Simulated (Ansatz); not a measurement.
HfO2:
```xyz
12
Lattice="5.2472 0.0000 0.0000 0.0000 5.0308 0.0000 0.0000 0.0000 5.0598" Properties=species:S:1:pos:R:3 pbc="T T T"
Hf     0.1703     1.3433     1.2199
Hf     5.0769     3.6875     3.7498
Hf     2.4533     1.3433     3.7498
Hf     2.7939     3.6875     1.2199
O      1.9261     0.3521     1.9265
O      3.3211     4.6787     4.4564
O      0.6975     0.3521     4.4564
O      4.5497     4.6787     1.9265
O      3.8416     2.3199     2.4851
O      1.4056     2.7109     5.0150
O      4.0292     2.3199     5.0150
O      1.2180     2.7109     2.4851
```

Relaxed with r²SCAN. Special points in fractions of this cell's reciprocal vectors: Γ (0.000, 0.000, 0.000); X (0.500, 0.000, 0.000); S (0.500, 0.500, 0.000); Y (0.000, 0.500, 0.000); Z (0.000, 0.000, 0.500); U (0.500, 0.000, 0.500); R (0.500, 0.500, 0.500); T (0.000, 0.500, 0.500).

**Question.** List the band energies nearest the valence-band maximum at these points for r²SCAN with spin–orbit coupling (plane waves, PAW; program Ansatz).

**Answer.** In eV from the valence-band maximum; about four levels below and three above (degenerate sets whole), none deeper than 8.9 eV; points with the same levels are listed once.

```tsv
k	below	above
Γ	-0.06 -0.06 0.00 0.00	5.43 5.43 5.72 5.72
X	-0.39 -0.39 -0.37 -0.37	5.69 5.69 5.71 5.71
S	-0.49 -0.49 -0.45 -0.45	5.15 5.15 5.23 5.23
Y	-0.18 -0.18 -0.12 -0.12	5.06 5.06 5.40 5.40
Z	-0.25 -0.25 -0.25 -0.25	5.14 5.14 5.14 5.14
U	-0.68 -0.68 -0.68 -0.68	5.56 5.56 5.68 5.68
R	-0.82 -0.82 -0.82 -0.82	5.14 5.14 5.18 5.18
T	-0.35 -0.35 -0.35 -0.35	5.04 5.04 5.04 5.04
```

Space group Pca2_1. The cell was relaxed with r²SCAN under the symmetry of its start. The run is not spin-polarised.

Potentials: the earlier of the program's two PAW sets.
